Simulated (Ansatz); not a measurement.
GaGe₅Si₂₆ in space group C2 (No. 5; Pearson symbol mS64) at seven volumes, PBE in the plane-wave PAW code Ansatz, shape and atoms relaxed at each. One row is withheld.

| V (Å³/atom) | P (GPa) |
|---|---|
| 19.119 | 9.48 |
| 19.749 | 5.80 |
| 20.379 | 2.67 |
| 21.010 | 0.00 |
| 21.640 | -2.27 |
| 22.270 | -4.19 |
| 22.901 | ? |

### Question
Fit the shown pressures and predict the withheld one.

### Answer
Third-order Birch–Murnaghan: P = (3/2)B₀(x^(7/2) − x^(5/2))[1 + (3/4)(B′ − 4)(x − 1)] with x = (V₀/V)^(2/3). Least squares on the six rows gives V₀ = 21.010 Å³/atom, B₀ = 81.78 GPa, B′ = 4.36. At V = 22.901, x = 0.9442 and P = -5.84 GPa. The run itself gave -5.81 GPa.

The start of the workflow was typed in or built on a structure type; neither database checked (COD, Materials Project) lists it. Whether it is the stable phase at ambient conditions was not checked. Symmetry was held in the PBE relaxation; whether a distortion lowers the energy is not shown.

Potentials: the later of the program's two PAW sets.
